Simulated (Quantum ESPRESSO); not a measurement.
```
CELL_PARAMETERS angstrom
      2.07172     1.19611     9.45639
     -2.07172     1.19611     9.45639
      0.00000    -2.39222     9.45639
ATOMIC_POSITIONS crystal
  Se 0.00000 0.00000 0.00000
  Se 0.21027 0.21027 0.21027
  Se 0.78973 0.78973 0.78973
  Bi 0.40091 0.40091 0.40091
  Bi 0.59909 0.59909 0.59909
```

Cell and atoms were relaxed with PBE+D3(BJ) from Materials Project entry mp-541837, within its symmetry.

### Question
What does norm-conserving PBEsol (Quantum ESPRESSO, 86 Ry, no spin-orbit coupling) give for the electronic structure near the Fermi level?

### Answer
The PBEsol gap is direct, 0.07 eV at Γ. Spin-orbit coupling is left out; with 6p states at a band edge it can lower the gap by many tenths of an eV, most of a small gap. So small a PBEsol gap in heavy elements may be inverted, where one-shot corrections to single bands mislead.
